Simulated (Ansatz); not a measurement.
SrTiO₃ (cubic perovskite)

```yaml
crystal:
  lattice:
    - [3.89108, 0.00000, 0.00000]
    - [0.00000, 3.89108, 0.00000]
    - [0.00000, 0.00000, 3.89108]
  atoms:
    - { symbol: Sr, position: [0.00000, 0.00000, 0.00000] }
    - { symbol: Ti, position: [0.50000, 0.50000, 0.50000] }
    - { symbol: O, position: [0.00000, 0.50000, 0.50000] }
    - { symbol: O, position: [0.50000, 0.50000, 0.00000] }
    - { symbol: O, position: [0.50000, 0.00000, 0.50000] }
```

The slice is a {100} plane (indices of the conventional cell) through the point (0.500, 0.000, 0.500) (fractional), spanned by u = [100] and v = [010] in vectors of this cell: u (3.89 Å) and v (3.89 Å, at 90° to u). It covers one period; positions are fractions (u, v).

Calculation: PBEsol (plane waves to 420 eV, PAW, scalar-relativistic; Ansatz, a program for electronic structure). k mesh 9×9×9. Near the nuclei the fields are pseudised (PAW); where an atom keeps semicore shells as valence, they peak there. SrTiO3 is run without spin polarisation. SrTiO3 was relaxed with its symmetry unable to fall.

**Question.** Around which element is the density of the lowest conduction band (whole band as if filled, smooth part) largest on this plane?

**Answer.** Ti. Mean over a disc round each atom, of radius 0.45 times the shortest bond: Ti 0.096, O 0.017 e/Å³.

**Question.** Around which element is the density of the highest valence band (whole band, smooth part) largest on this plane?

**Answer.** O. Mean over a disc round each atom, of radius 0.45 times the shortest bond: O 0.110, Ti 0.005 e/Å³.

**Question.** What is the valence density on the shortest Ti–O line in this plane (1.95 Å), at its midpoint?

**Answer.** 0.72 e/Å³.

**Question.** Sketch the density of the highest valence band (whole band, smooth part) on this plane as a map.

**Answer.** 
```
|1155886622110000000000000000001122668855|
|3344553311000000000000000000000011335544|
|2222221100000000000000000000000000112222|
|1111110000000000000000000000000000001111|
|0000000000000000001111110000000000000000|
|0000000000000000112233221100000000000000|
|0000000000000011336677663311000000000000|
|0000000000001122558899885522110000000000|
|0000000000001122445555554422110000000000|
|0000000000001122331100113322110000000000|
|0000000000001122445555554422110000000000|
|0000000000001122558899885522110000000000|
|0000000000000011336677663311000000000000|
|0000000000000000112233221100000000000000|
|0000000000000000001111110000000000000000|
|1111110000000000000000000000000000001111|
|2222221100000000000000000000000000112222|
|3344553311000000000000000000000011335544|
|1155886622110000000000000000001122668855|
|0055997733110000000000000000001133779955|
```
Scale: ten equal steps from 0.000 (start of '0') to 0.292 (end of '9'), in the order '0123456789'. Values: density of the highest valence band (whole band, smooth part) in e/Å³. The map has 20 points along u (two characters each, u = 0 at the left) and 20 along v (v = 0 in the bottom row).
